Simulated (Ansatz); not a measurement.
A scan (energy against volume; even scaling of the relaxed cell, symmetry kept) gave these values. Calculation: PBE-D3(BJ) (plane waves to 420 eV, PAW, scalar-relativistic; Ansatz, an electronic-structure program).

* **Bulk modulus at fixed cell shape B₀ (third-order Birch-Murnaghan fit)**: 18.9 GPa
* **Pressure derivative B₀′ (fit)**: 5.9
* **Equilibrium volume of the fit**: 32.67 Å³/atom

Problem. Of these crystals, all scanned alike, which one is it?
(A) SnO (litharge type, space group P4/nmm)
(B) InSe (beta-GaS type, space group P6_3/mmc)
(C) PtS₂ (CdI2 type)
(D) CrI₃ (BiI3 type, space group R-3)

Solution. D, CrI₃ (BiI3 type, space group R-3). The others have, for the bulk modulus at fixed cell shape: PtS2 83.6 GPa, SnO 48.7 GPa, InSe 27.9 GPa

All were relaxed with their symmetry unable to fall. At this level the bands of PtS2 touch or barely overlap; measurements give the solid a gap. At this level the bands of SnO touch or barely overlap; measurements give the solid a gap. PtS2 is run without spin polarisation. Relaxed CrI3 ends ferromagnetic. Spin-orbit coupling is left out. Other magnetic orders were not checked, so this need not be the ground state. (This holds for the magnetic or f-shell members.) With the shape held, the modulus is that of even scaling; a crystal free to change shape is softer.

(A scan under strain: stresses follow from slopes of the energy per volume, elastic moduli from its curvatures.)
